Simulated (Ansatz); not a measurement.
TiO2:
```
TiO2
1.0
   -1.89958     1.89958     4.84907
    1.89958    -1.89958     4.84907
    1.89958     1.89958    -4.84907
Ti O
2 4
Direct
  0.50000   0.50000   0.00000
  0.25000   0.75000   0.50000
  0.29352   0.29352   0.00000
  0.04352   0.54352   0.50000
  0.45648   0.95648   0.50000
  0.70648   0.70648   0.00000
```

Relaxed with PBE. Special points in fractions of this cell's reciprocal vectors: Γ (0.000, 0.000, 0.000); X (0.000, 0.000, 0.500); P (0.250, 0.250, 0.250); N (0.000, 0.500, 0.000); M (0.500, 0.500, -0.500); S (0.288, 0.712, -0.288); S0 (-0.288, 0.288, 0.288); R (-0.077, 0.077, 0.500); G (0.500, 0.500, -0.077).

Question: List the band energies nearest the valence-band maximum at these points for DFT-PBE in the program Ansatz with PAW potentials.

Answer: In eV from the valence-band maximum; about four levels below and three above (degenerate sets whole), none deeper than 8.9 eV; points with the same levels are listed once.

```csv
k,below,above
Γ,-0.79 -0.79 -0.78 -0.42 -0.42,2.12 2.79 3.98 3.98 3.99 3.99
X,-1.98 -1.98 -0.05 -0.05,3.23 3.23 3.70 3.70
P,-1.55 -1.55 -0.25 -0.25,3.46 3.46 3.49 3.49
N,-1.88 -0.88 -0.85 -0.64,3.20 3.48 3.53
M,-1.23 -1.23 -0.10 -0.10,2.45 2.45 3.71 3.71
S,-1.17 -0.90 -0.83 -0.82,3.20 3.43 3.49
R,-1.82 -1.82 -0.09 -0.09,3.21 3.21 3.65 3.65
```

Space group I4_1/amd (anatase). Symmetry was held in the PBE relaxation. The run is not spin-polarised.

Potentials: the later of the program's two PAW sets.
